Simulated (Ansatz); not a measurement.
Two-dimensional strain map in Au

Level of theory: Ansatz, DFT PBEsol, scalar-relativistic, plane waves, PAW. Cutoff 420 eV, Γ-centred 20×20×20 k-points, Gaussian smearing of 0.15 eV. Spin–orbit coupling is left out, which can shift energies with elements as heavy as these. No spin polarisation. Energies are free energies at this smearing, counted from the undisturbed cell; pressure is positive in compression.

The starting cell (as given, not relaxed at this level; it stands at -9.4 GPa; this bcc form isn't the usual structure):

```
Au
1.0
    -1.65727    1.65727    1.65727
     1.65727   -1.65727    1.65727
     1.65727    1.65727   -1.65727
Au
1
Direct
  0.00000 0.00000 0.00000
```

The cell is strained by p along both x and y and by q along z, fractional coordinates fixed. Points are written (p, q). At -9 GPa the given cell is far from its own equilibrium, so these figures belong to a strongly strained crystal.

Energy above the undisturbed cell in meV/atom (a dash: not computed):

```
 p \ q  -0.030  -0.015  0.000  0.030
-0.030   -30.6       ?  -36.6  -26.9
 0.000   -25.9       –    0.0   37.5
 0.030       ?       –   85.8  143.8
```

Problem. Fill in the withheld energies.

Solution. (-0.030, -0.015): -35.8; (0.030, -0.030): 35.0.